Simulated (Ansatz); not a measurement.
Computed with Ansatz (plane waves, PAW, 420 eV cutoff): PBEsol, scalar-relativistic, no spin polarisation, Γ-centred 10×10×6 mesh, 0.05 eV Gaussian smearing; PAW files: Ansatz's generated set soft_2.

A compound XC has these computed properties.

```
Space group                                           : P6_3/mmc (No. 194)
Conventional cell                                     : a = 3.350 Å, b = 3.350 Å, c = 5.227 Å, α = 90.00°, β = 90.00°, γ = 120.00°
Volume                                                : 12.70 Å³/atom
Band gap                                              : zero (metallic)
Density of states at the Fermi level                  : 0.13 states/(eV·atom)
Formation energy from the elements (0 K, uncorrected) : -0.76 eV/atom
Bulk modulus (Birch–Murnaghan)                        : 233 GPa
Pressure derivative B0′                               : 4.1
```

Sites: X on 2c, C on 2a.

Task: Which element is X?
A. Zr
B. Sr
C. Y
D. Nb

Result: A. X is Zr, so the compound is ZrC.

The start was a prototype's sites filled with these elements. The Crystallography Open Database lists the compound in space group Fm-3m (rock salt), so this is a trial structure.
